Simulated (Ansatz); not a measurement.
TiO2:
```cif
data_O4Ti2
_chemical_formula_sum 'Ti2 O4'
_space_group_name_H-M_alt 'P 1'
_space_group_IT_number 1
_cell_length_a 4.59693
_cell_length_b 4.59693
_cell_length_c 2.95356
_cell_angle_alpha 90.000
_cell_angle_beta 90.000
_cell_angle_gamma 90.000
loop_
_space_group_symop_operation_xyz
  'x, y, z'
loop_
_atom_site_label
_atom_site_type_symbol
_atom_site_fract_x
_atom_site_fract_y
_atom_site_fract_z
_atom_site_occupancy
Ti1 Ti 0.00000 0.00000 0.00000 1
Ti2 Ti 0.50000 0.50000 0.50000 1
O1 O 0.30463 0.30463 0.00000 1
O2 O 0.80463 0.19537 0.50000 1
O3 O 0.19537 0.80463 0.50000 1
O4 O 0.69537 0.69537 0.00000 1
```

Relaxed with r²SCAN.

Give the optical modes at the zone centre with their infrared and Raman activity from DFPT, the program Ansatz at the r²SCAN level (PAW).

Transverse frequencies, without the LO–TO term; a row sums one degenerate level.

| ω (cm⁻¹) | degeneracy | IR ((D/Å)²/amu) | Raman (Å⁴/amu) | activity | symmetry |
|---|---|---|---|---|---|
| 75 | 1 | 0.00 | 0 | silent | B1u |
| 83 | 1 | 134.66 | 0 | IR | A2u |
| 87 | 2 | 181.13 | 0 | IR | Eu |
| 147 | 1 | 0.00 | 0.36 | Raman | B1g |
| 376 | 2 | 6.31 | 0 | IR | Eu |
| 390 | 1 | 0.00 | 0 | silent | B1u |
| 435 | 1 | 0.00 | 0 | silent | A2g |
| 456 | 2 | 0.00 | 460 | Raman | Eg |
| 492 | 2 | 31.48 | 0 | IR | Eu |
| 600 | 1 | 0.00 | 1000 | Raman | A1g |
| 811 | 1 | 0.00 | 0 | silent | B2g |

How high does the top mode go among those that the LO–TO term moves?

793 cm⁻¹ for q along x, 793 cm⁻¹ for q along y, 772 cm⁻¹ for q along z.

Space group P4_2/mnm (rutile). The r²SCAN relaxation kept the symmetry of its start. No spin polarisation was allowed.

Potentials: the later of the program's two PAW sets.
